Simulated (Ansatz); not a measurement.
The start is a relaxed KF cell, doubled along one cell vector, shaken by Gaussian noise of σ = 0.08 Å a coordinate. The cell and all atomic positions are relaxed at zero pressure with PBEsol (plane waves to 420 eV, PAW, scalar-relativistic; Ansatz, a first-principles code). The first steps use a coarse 8×4×8 k-mesh.

Initial structure:
```
CELL_PARAMETERS angstrom
      0.00000     2.65307     2.65307
      5.30614     0.00000     5.30614
      2.65307     2.65307     0.00000
ATOMIC_POSITIONS crystal
  F  0.99528 0.01142 0.95511
  F  0.95787 0.49420 0.99346
  K  0.51992 0.25923 0.45377
  K  0.53273 0.74388 0.49917
```

### Question
How much energy is released per atom?

### Answer
0.028 eV/atom.

### Question
Does it find its way back to the structure it was made from?

### Answer
It relaxes back to the parent, Fm-3m (No. 225).

### Question
How do the shortest distances between atoms change?

### Answer
The closest pairs of elements (up to four, under 3.6 Å), start → end: F–K 2.41 → 2.65 Å.

### Question
Is the relaxed structure metallic? Give its gap.

### Answer
6.15 eV, direct at Γ (no spin-orbit coupling).

Final structure:

```cif
data_F4K4
_chemical_formula_sum 'F4 K4'
_space_group_name_H-M_alt 'Fm-3m'
_space_group_IT_number 225
_space_group_name_Hall '-F 4 2 3'
_cell_length_a 5.30600
_cell_length_b 5.30600
_cell_length_c 5.30600
_cell_angle_alpha 90.000
_cell_angle_beta 90.000
_cell_angle_gamma 90.000
loop_
_atom_site_label
_atom_site_type_symbol
_atom_site_symmetry_multiplicity
_atom_site_Wyckoff_symbol
_atom_site_fract_x
_atom_site_fract_y
_atom_site_fract_z
_atom_site_occupancy
F1 F 4 b 0.50000 0.50000 0.50000 1
K1 K 4 a 0.00000 0.00000 0.00000 1
```
(The calculation used a cell of 2 atoms; values per cell refer to that cell.)

Final values are on a 11×11×11 k-mesh of the relaxed cell. No spin polarisation in the result.
